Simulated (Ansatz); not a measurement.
## CoC₄N₆: a ladder of calculations

Cell of run 1: an entry of the Crystallography Open Database (COD).

```
CELL_PARAMETERS angstrom
5.97480 0.00000 0.00000
0.00000 7.04330 0.00000
0.00000 0.00000 7.40390
ATOMIC_POSITIONS crystal
Co 0.00000 0.00000 0.00000
Co 0.50000 0.50000 0.50000
C 0.26440 0.84810 0.65260
C 0.73560 0.15190 0.65260
C 0.23560 0.34810 0.84740
C 0.76440 0.65190 0.84740
C 0.73560 0.15190 0.34740
C 0.26440 0.84810 0.34740
C 0.76440 0.65190 0.15260
C 0.23560 0.34810 0.15260
N 0.20890 0.90470 0.79210
N 0.79110 0.09530 0.79210
N 0.29110 0.40470 0.70790
N 0.70890 0.59530 0.70790
N 0.79110 0.09530 0.20790
N 0.20890 0.90470 0.20790
N 0.70890 0.59530 0.29210
N 0.29110 0.40470 0.29210
N 0.16200 0.27250 0.00000
N 0.83800 0.72750 0.00000
N 0.33800 0.77250 0.50000
N 0.66200 0.22750 0.50000
```

Sites (sets of like atoms) are named by element and the number of their first atom in this list.

Relaxed positions (PBE, cell held):

```
CELL_PARAMETERS angstrom
5.97480 0.00000 0.00000
0.00000 7.04330 0.00000
0.00000 0.00000 7.40390
ATOMIC_POSITIONS crystal
Co 0.00000 0.00000 0.00000
Co 0.50000 0.50000 0.50000
C 0.24796 0.84010 0.65338
C 0.75204 0.15990 0.65338
C 0.25204 0.34010 0.84662
C 0.74796 0.65990 0.84662
C 0.75204 0.15990 0.34662
C 0.24796 0.84010 0.34662
C 0.74796 0.65990 0.15338
C 0.25204 0.34010 0.15338
N 0.19716 0.89555 0.79670
N 0.80284 0.10445 0.79670
N 0.30284 0.39555 0.70330
N 0.69716 0.60445 0.70330
N 0.80284 0.10445 0.20330
N 0.19716 0.89555 0.20330
N 0.69716 0.60445 0.29670
N 0.30284 0.39555 0.29670
N 0.18537 0.26649 0.00000
N 0.81463 0.73351 0.00000
N 0.31463 0.76649 0.50000
N 0.68537 0.23351 0.50000
```

All runs are DFT with Ansatz 0.2.0 (plane waves and PAW, scalar-relativistic unless spin–orbit coupling is named, Γ-centred meshes, Fermi–Dirac smearing where given) in this cell. Start moments of run 1 as typed (μB): 3 on each Co, none on the rest. Antiparallel start moments (μB): 3 -3 0 0 0 0 0 0 0 0 0 0 0 0 0 0 0 0 0 0 0 0 by atom.

Run 1: PBE, parallel start moments, atoms as given; 420 eV, 5×4×4 k-points, smearing 0.02 eV.
Run 2: PBE, parallel start moments, atoms relaxed; 420 eV, 5×4×4 k-points, smearing 0.02 eV.
Run 3: r2SCAN, parallel start moments, at the relaxed atoms; 500 eV, 5×4×4 k-points, smearing 0.02 eV.
Run 4: PBE+U, antiparallel start moments, at the relaxed atoms; 420 eV, 5×4×4 k-points, smearing 0.02 eV (U = 3.4 eV on Co d).

```csv
run,Co V_zz (η),C V_zz (η),N11 V_zz (η),N19 V_zz (η),absolute moment (μB)
1,-12.71 (0.85),-1.96 (0.02),-3.28 (0.90),7.71 (0.80),6.2
```

The results of the other runs, out of order. V_zz in 10²¹ V/m².

```csv
result,Co V_zz (η),C V_zz (η),N11 V_zz (η),N19 V_zz (η),absolute moment (μB)
A,13.46 (0.99),-1.92 (0.05),2.82 (0.97),7.56 (0.71),6.2
B,12.93 (0.81),-2.38 (0.06),3.00 (0.86),7.99 (0.70),6.3
C,14.09 (0.63),-2.04 (0.06),2.99 (0.87),7.79 (0.70),5.9
```

Task: Which result belongs to which run?

Result: A is run 2, B is run 3, C is run 4. Taken one at a time, the functional (r2SCAN with its higher cutoff) moves the tensors on these sites by up to 1.74 (largest principal value of the change, on Co), the positions of the atoms (as given or relaxed) by 1.71 (Co). On some sites the largest principal value moves to another axis from run to run, and the sign of V_zz can flip with it. On Co and N11 η is near 1, so the change of sign is little more than a relabelling of axes.

With these PAW files V_zz is typically within 2 to 3 % of all-electron values, but misses above 10 % occur on Co. The magnetic order is the one that the run reached from its start moments, not necessarily the measured one. For runs 1, 2, 3: All moments are parallel here, as the start or the cell imposes; many such compounds order antiparallel, where fields and spin densities carried over to other atoms largely cancel. In run 3 the program didn't check the stability of the electronic state in full, so a lower one may lie near. In runs 1, 2 the gap is small for the k-mesh or the smearing, and small gradients can still move by 0.1 × 10²¹ V/m² or more. In runs 1, 3, 4 the atoms aren't at the calculated equilibrium (largest force 1.9, 1.0, 0.53 eV/Å).
